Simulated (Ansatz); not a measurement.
MgO:
```xyz
12
Lattice="3.2581 0.0000 0.0000 -1.6290 2.8216 0.0000 0.0000 0.0000 15.4968" Properties=species:S:1:pos:R:3 pbc="T T T"
Mg     0.0000     1.8811    10.0423
Mg     0.0000     1.8811    15.1750
Mg     0.0000     0.0000    12.6087
Mg     0.0000     0.0000     7.4669
Mg     0.0000     0.0000     2.2848
Mg     1.6290     0.9405     4.8603
O      0.0000     1.8811    13.1996
O      0.0000     1.8811     8.0663
O      0.0000     0.0000     0.2887
O      0.0000     0.0000    10.6332
O      0.0000     0.0000     5.4708
O      1.6290     0.9405     2.8842
```

x, y and z are the axes in which the lattice vectors are written.

### Question
Give the proper piezoelectric stress tensor with relaxed ions from r²SCAN in the plane-wave PAW code Ansatz.

### Answer
In C/m², rows x, y, z, Voigt columns; mesh uncertainty up to 0.00.
```
 0.00   0.00   0.00   0.00   0.41   0.00
 0.00   0.00   0.00   0.41   0.00   0.00
 0.58   0.58  -1.37   0.00   0.00   0.00
```

The elastic tensor of the same run (GPa):

```
 201   105  83.3   0.0   0.0   0.0
 105   201  83.3   0.0   0.0   0.0
83.3  83.3   185   0.0   0.0   0.0
 0.0   0.0   0.0  53.7   0.0   0.0
 0.0   0.0   0.0   0.0  53.7   0.0
 0.0   0.0   0.0   0.0   0.0  48.3
```

### Question
Convert to strain constants d = e·S.

### Answer
In pC/N:
```
  0.0    0.0    0.0    0.0    7.7    0.0
  0.0    0.0    0.0    7.7    0.0    0.0
  5.2    5.2  -12.1    0.0    0.0    0.0
```

Space group P3m1. The first step of the workflow began from a Materials Project structure, measured or hypothetical; the Crystallography Open Database copy checked does not list it. It is not the phase usual at ambient conditions (space group No. 225). Symmetry was held in the r²SCAN relaxation; its stability against distortions is not shown here. Signs of piezoelectric constants follow the polarity of the cell as given.

Potentials: the earlier of the program's two PAW sets.
